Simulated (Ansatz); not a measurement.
PbSe (rock salt)

Space group Fm-3m (No. 225); a = b = c = 6.178 Å, α = β = γ = 90.00°

| atom | site | symmetry | x | y | z |
|---|---|---|---|---|---|
| Se | 4a | m-3m | 0.0000 | 0.0000 | 0.0000 |
| Pb | 4b | m-3m | 0.5000 | 0.5000 | 0.5000 |
(The calculation used a cell of 2 atoms; values per cell refer to that cell.)

Grid over V/V₀ and (c/a)/(c/a)₀, subscript 0 meaning the relaxed cell; the conventional c axis lies along z; no internal relaxation.

Method: r2SCAN (plane waves to 500 eV, PAW, scalar-relativistic; Ansatz, a quantum-chemistry and plane-wave program). k mesh 9×9×9 (Γ-centred), Fermi-Dirac smearing 0.05 eV. Stress and pressure are positive under compression. PbSe was relaxed with its symmetry unable to fall. Spin-orbit coupling is left out, though Pb is heavy. 

```tsv
σzz − σxx (GPa)	V/V₀ = 0.960	V/V₀ = 0.973	V/V₀ = 0.987	V/V₀ = 1.000	V/V₀ = 1.013	V/V₀ = 1.027	V/V₀ = 1.040
(c/a)/(c/a)₀ = 0.920	…	12.7	11.9	11.2	10.6	10.0	…
(c/a)/(c/a)₀ = 0.947	8.4	7.9	7.4	7.0	6.6	…	5.8
(c/a)/(c/a)₀ = 0.973	…	…	3.5	3.3	3.1	2.9	2.7
(c/a)/(c/a)₀ = 1.000	0.0	0.0	0.0	0.0	0.0	0.0	0.0
(c/a)/(c/a)₀ = 1.027	-3.5	-3.3	-3.1	-2.9	-2.7	-2.5	-2.3
(c/a)/(c/a)₀ = 1.053	-6.6	…	-5.8	-5.4	-5.0	-4.7	-4.4
(c/a)/(c/a)₀ = 1.080	…	-8.7	-8.2	-7.6	-7.1	-6.7	…
```

Problem. Some entries are withheld; supply them.

Solution. 
- (c/a)/(c/a)₀ = 0.920, V/V₀ = 0.960: 13.5
- (c/a)/(c/a)₀ = 0.920, V/V₀ = 1.040: 9.4
- (c/a)/(c/a)₀ = 0.947, V/V₀ = 1.027: 6.2
- (c/a)/(c/a)₀ = 0.973, V/V₀ = 0.960: 3.9
- (c/a)/(c/a)₀ = 0.973, V/V₀ = 0.973: 3.7
- (c/a)/(c/a)₀ = 1.053, V/V₀ = 0.973: -6.1
- (c/a)/(c/a)₀ = 1.080, V/V₀ = 0.960: -9.3
- (c/a)/(c/a)₀ = 1.080, V/V₀ = 1.040: -6.2

(A scan under strain: stresses follow from slopes of the energy per volume, elastic moduli from its curvatures.)
